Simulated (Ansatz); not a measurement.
## How settings move the zone-centre phonons of MnPt

These are results of DFT PBEsol, scalar-relativistic, plane waves, PAW (Ansatz), not measurements. Plane waves to 420 eV; Γ-centred k mesh 14×14×12; Gaussian smearing of 0.20 eV. Collinear spin, site moments 3.7, 0.4 μB. Phonons by linear response, acoustic sum rule imposed.

The cell, relaxed at this level:
```
Mn Pt
1.0
     2.86933    0.00000    0.00000
     0.00000    2.86933    0.00000
     0.00000    0.00000    3.49631
Mn Pt
1 1
Direct
  0.00000 0.00000 0.00000
  0.50000 0.50000 0.50000
```

In a metal, frequencies and elastic constants depend on the k mesh and the smearing, soft modes and shear constants most. Spin–orbit coupling is left out, which matters for heavy elements.

At these settings the run gives the optical modes at Γ (cm⁻¹, by rank, no LO field; i marks imaginary):
| setting | mode 1 | mode 2 | mode 3 |
| --- | --- | --- | --- |
| reference run | 182 | 182 | 227 |

One thing at a time is changed: cutoff 200 eV; Raman tensors under finite displacements; collinear spin, 1 μB on the first atom, small smearing if insulating; k mesh 18×18×15; k mesh 4×4×3; k mesh 1×1×1; q mesh of 3 divisions under Fermi–Dirac smearing of 0.5 eV; occupations fermi-dirac, width 0.5 eV. Some runs at doubtful settings were capped at 50 to 100 SCF iterations. What does each run give?

## Answers

```
                                                             setting mode 1  mode 2  mode 3
                                                       cutoff 200 eV                      7      51      51
                            Raman tensors under finite displacements input refused       –       –
collinear spin, 1 μB on the first atom, small smearing if insulating                    182     182     227
                                                     k mesh 18×18×15                    182     182     227
                                                        k mesh 4×4×3                    178     178     241
                                                        k mesh 1×1×1                   240i      46      46
          q mesh of 3 divisions under Fermi–Dirac smearing of 0.5 eV  stopped with an error       –       –
                               occupations fermi-dirac, width 0.5 eV                    167     167     204
```
The reference run stands for the crystal at ordinary settings. Unsound on purpose: Raman tensors under finite displacements; k mesh 1×1×1; q mesh of 3 divisions under Fermi–Dirac smearing of 0.5 eV. Below the recommended cutoff: cutoff 200 eV. No effect at these digits: collinear spin, 1 μB on the first atom, small smearing if insulating; k mesh 18×18×15.

Cost: 9 runs of about 23 core-minutes in all, on Arm Neoverse V2 (shared hosts).